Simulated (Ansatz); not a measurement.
CsPbBr3:
```cif
data_Br3CsPb
_chemical_formula_sum 'Cs1 Pb1 Br3'
_space_group_name_H-M_alt 'P 1'
_space_group_IT_number 1
_cell_length_a 5.99878
_cell_length_b 5.99878
_cell_length_c 5.99878
_cell_angle_alpha 90.000
_cell_angle_beta 90.000
_cell_angle_gamma 90.000
loop_
_space_group_symop_operation_xyz
  'x, y, z'
loop_
_atom_site_label
_atom_site_type_symbol
_atom_site_fract_x
_atom_site_fract_y
_atom_site_fract_z
_atom_site_occupancy
Cs1 Cs 0.00000 0.00000 0.00000 1
Pb1 Pb 0.50000 0.50000 0.50000 1
Br1 Br 0.50000 0.50000 0.00000 1
Br2 Br 0.00000 0.50000 0.50000 1
Br3 Br 0.50000 0.00000 0.50000 1
```

Relaxed with PBE.

Task: Which orbitals make up the states near the band edges in PBE in the plane-wave PAW code Ansatz?

Result: Top 1 eV of the valence band: Br 4p 71 %, Pb 6s 20 %, Pb 6p 7 %. Bottom 1 eV of the conduction band: Pb 6p 78 %, Br 4p 9 %, Br 4s 8 %. Projections are on Löwdin-orthogonalised atomic valence shells; empty p or d shells of many metals are not among them.

Task: Tabulate the density of states.

Result: States/eV per cell of 5 atoms, in 0.25 eV bins, energy from the valence-band maximum.

| E (eV) | total | Br 4p | Pb 6p | Cs 6s |
|---|---|---|---|---|
| -7.86 | 2.96 | 0.44 | 0.02 | 0.00 |
| -7.61 | 2.18 | 0.36 | 0.02 | 0.00 |
| -7.36 | 1.18 | 0.15 | 0.01 | 0.00 |
| -7.11 | 0.44 | 0.04 | 0.00 | 0.00 |
| -6.86 | 0.05 | 0.00 | 0.00 | 0.00 |
| -6.61 | 0.00 | 0.00 | 0.00 | 0.00 |
| -6.36 | 0.00 | 0.00 | 0.00 | 0.00 |
| -6.11 | 0.00 | 0.00 | 0.00 | 0.00 |
| -5.86 | 0.00 | 0.00 | 0.00 | 0.00 |
| -5.61 | 0.00 | 0.00 | 0.00 | 0.00 |
| -5.36 | 0.00 | 0.00 | 0.00 | 0.00 |
| -5.11 | 0.00 | 0.00 | 0.00 | 0.00 |
| -4.86 | 0.00 | 0.00 | 0.00 | 0.00 |
| -4.61 | 0.00 | 0.00 | 0.00 | 0.00 |
| -4.36 | 0.00 | 0.00 | 0.00 | 0.00 |
| -4.11 | 0.00 | 0.00 | 0.00 | 0.00 |
| -3.86 | 0.25 | 0.17 | 0.07 | 0.00 |
| -3.61 | 4.58 | 3.28 | 1.25 | 0.00 |
| -3.36 | 3.85 | 2.79 | 0.96 | 0.00 |
| -3.11 | 2.33 | 1.74 | 0.50 | 0.01 |
| -2.86 | 2.55 | 1.98 | 0.45 | 0.02 |
| -2.61 | 5.56 | 4.57 | 0.54 | 0.24 |
| -2.36 | 5.78 | 5.23 | 0.18 | 0.24 |
| -2.11 | 8.86 | 8.55 | 0.15 | 0.01 |
| -1.86 | 13.56 | 13.26 | 0.09 | 0.02 |
| -1.61 | 14.67 | 14.28 | 0.12 | 0.04 |
| -1.36 | 6.03 | 5.67 | 0.08 | 0.02 |
| -1.11 | 2.00 | 1.56 | 0.10 | 0.01 |
| -0.86 | 1.35 | 0.99 | 0.08 | 0.00 |
| -0.61 | 0.48 | 0.32 | 0.04 | 0.00 |
| -0.36 | 0.14 | 0.09 | 0.01 | 0.00 |
| -0.11 | 0.00 | 0.00 | 0.00 | 0.00 |
| 0.14 | 0.00 | 0.00 | 0.00 | 0.00 |
| 0.39 | 0.00 | 0.00 | 0.00 | 0.00 |
| 0.64 | 0.00 | 0.00 | 0.00 | 0.00 |
| 0.89 | 0.00 | 0.00 | 0.00 | 0.00 |
| 1.14 | 0.00 | 0.00 | 0.00 | 0.00 |
| 1.39 | 0.00 | 0.00 | 0.00 | 0.00 |
| 1.64 | 0.00 | 0.00 | 0.00 | 0.00 |
| 1.89 | 0.07 | 0.00 | 0.05 | 0.00 |
| 2.14 | 1.01 | 0.07 | 0.81 | 0.00 |
| 2.39 | 2.22 | 0.20 | 1.73 | 0.00 |
| 2.64 | 2.17 | 0.24 | 1.66 | 0.00 |
| 2.89 | 1.65 | 0.22 | 1.22 | 0.01 |
| 3.14 | 1.58 | 0.26 | 1.12 | 0.02 |
| 3.39 | 1.92 | 0.34 | 1.26 | 0.10 |
| 3.64 | 2.89 | 0.47 | 1.43 | 0.60 |
| 3.89 | 1.24 | 0.22 | 0.69 | 0.16 |
| 4.14 | 1.50 | 0.23 | 0.67 | 0.37 |
| 4.39 | 2.14 | 0.32 | 0.87 | 0.50 |
| 4.64 | 3.81 | 0.54 | 1.41 | 0.57 |
| 4.89 | 5.09 | 0.63 | 1.41 | 1.57 |
| 5.14 | 7.29 | 0.76 | 1.63 | 1.44 |
| 5.39 | 6.46 | 0.24 | 0.49 | 0.24 |
| 5.64 | 8.41 | 0.10 | 0.12 | 0.24 |
| 5.89 | 6.28 | 0.17 | 0.37 | 0.08 |
| 6.14 | 9.03 | 0.13 | 0.17 | 0.25 |
| 6.39 | 6.08 | 0.06 | 0.04 | 0.12 |

Space group Pm-3m (cubic perovskite). This is a known high-temperature phase of the composition, computed here at zero pressure and temperature. The PBE relaxation kept the symmetry of its start; of distortions, only those at the zone centre were tested. Spin–orbit coupling is left out wherever it is not named.

Potentials: the later of the program's two PAW sets.
